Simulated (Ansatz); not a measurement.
One crystal and one scan (energy against volume) at two levels, PBE (plane waves to 420 eV, PAW, scalar-relativistic; Ansatz, a program for electronic structure) and PBEsol (plane waves to 420 eV, PAW, scalar-relativistic; Ansatz), each from its own relaxed cell and on its own mesh. The cell shown is that of PBE.

Ba2N (space group R-3m)

```yaml
crystal:
  lattice:
    - [2.01055, 1.16079, 7.59491]
    - [-2.01055, 1.16079, 7.59491]
    - [0.00000, -2.32158, 7.59491]
  atoms:
    - { symbol: Ba, position: [0.73212, 0.73212, 0.73212] }
    - { symbol: Ba, position: [0.26788, 0.26788, 0.26788] }
    - { symbol: N, position: [0.00000, 0.00000, 0.00000] }
```

The volume is varied about the relaxed value V₀ at fixed cell shape. The atoms relax within the cell's symmetry.

E stands for the smeared free energy. Ba2N was relaxed with its symmetry unable to fall. With the shape held, the modulus is that of even scaling; a crystal free to change shape is softer. Percentages come from the unrounded values. Both scans cover V/V₀ from 0.900 to 1.100.

Results of PBE:

- Lattice constant a (Å) = 4.021
- Lattice constant c (Å) = 22.78
- Relaxed volume (Å³/atom) = 35.45
- Bulk modulus at fixed cell shape B₀ (third-order Birch-Murnaghan fit) (GPa) = 19.9

What does PBEsol give for the same quantities?


| quantity | PBEsol | PBE − PBEsol |
|---|---|---|
| Lattice constant a (Å) | 3.924 | +0.097 (+2.5 %) |
| Lattice constant c (Å) | 22.47 | +0.31 (+1.4 %) |
| Relaxed volume (Å³/atom) | 33.29 | +2.16 (+6.5 %) |
| Bulk modulus at fixed cell shape B₀ (third-order Birch-Murnaghan fit) (GPa) | 20.5 | -0.6 (-3 %) |

PBE gives the higher value for: lattice constant a; lattice constant c; relaxed volume. PBE gives the lower value for: bulk modulus at fixed cell shape B₀.

(Under strain, the slope of the energy per volume gives the stress and its curvature an elastic modulus.)
